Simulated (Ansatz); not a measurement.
## A sublattice moved along a line in BiTe

Computed with Ansatz 0.2.0, DFT PBE, scalar-relativistic, plane waves, PAW. The runs took a 420 eV cutoff, a Γ-centred 14×14×14 mesh and Gaussian smearing (0.15 eV). Spin–orbit coupling is left out, which can shift energies with elements as heavy as these. No spin polarisation. Energies are free energies at this smearing, counted from the undisturbed cell; pressure is positive in compression.

Reference structure (as given, not relaxed at this level; it stands at 0.8 GPa, and it needn't be the usual structure):

```
Bi Te
1.0
     0.00000    3.23500    3.23500
     3.23500    0.00000    3.23500
     3.23500    3.23500    0.00000
Bi Te
1 1
Direct
  0.00000 0.00000 0.00000
  0.50000 0.50000 0.50000
```

Every Bi atom is moved by x along the Cartesian unit vector (0.000, 0.000, -1.000); the cell and all other atoms stay fixed. The cell is metallic on the mesh throughout.

| x (Å) | ΔE (meV/cell) | force along x on the moved atoms (eV/Å) | pressure (GPa) |
| --- | --- | --- | --- |
| -0.2000 | 51.7 | ? | ? |
| -0.1000 | 12.5 | 0.25 | 0.9 |
| 0.0000 | 0.0 | 0.00 | 0.8 |
| 0.0250 | 0.8 | -0.06 | 0.8 |
| 0.0500 | 3.1 | -0.12 | 0.8 |
| 0.0750 | 7.0 | -0.19 | 0.9 |
| 0.1250 | 19.6 | -0.32 | 1.0 |
| 0.1500 | 28.5 | -0.39 | 1.2 |
| 0.1750 | 39.1 | ? | ? |

By symmetry 0.2000 repeats -0.2000, -0.1500 repeats 0.1500, 0.1000 repeats -0.1000, -0.0500 repeats 0.0500 in energy, with the opposite slope along the path.

**Question.** Give the withheld values.

**Answer.** force along x on the moved atoms (eV/Å) at x (Å) = -0.2000: 0.54; pressure (GPa) at x (Å) = -0.2000: 1.5; force along x on the moved atoms (eV/Å) at x (Å) = 0.1750: -0.46; pressure (GPa) at x (Å) = 0.1750: 1.3.